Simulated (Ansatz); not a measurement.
SiRu:
```xyz
8
Lattice="4.7064 0.0000 0.0000 0.0000 4.7064 0.0000 0.0000 0.0000 4.7064" Properties=species:S:1:pos:R:3 pbc="T T T"
Si     0.7644     1.5888     3.1175
Si     1.5888     3.1175     0.7644
Si     3.1175     0.7644     1.5888
Si     3.9420     3.9420     3.9420
Ru     4.0971     2.9625     1.7439
Ru     2.9625     1.7439     4.0971
Ru     1.7439     4.0971     2.9625
Ru     0.6093     0.6093     0.6093
```

The program Ansatz at the r²SCAN level (PAW) gives a gap of 0.29 eV without spin–orbit coupling, maximum on the Γ–X line, 47 % of the way from Γ, minimum off the standard path, at k = (0.000, 0.208, 0.315).

### Question
What happens when spin–orbit coupling is switched on?

### Answer
The gap shrinks by 0.07 eV, to 0.22 eV; maximum on the Γ–X line, 46 % of the way from Γ, minimum off the standard path, at k = (0.000, 0.333, 0.193).

### Question
Give the Z2 indices of the occupied bands with spin–orbit coupling.

### Answer
0;(000).

Space group P2_13. Symmetry was held in the r²SCAN relaxation. No spin polarisation was allowed.

Potentials: the earlier of the program's two PAW sets.
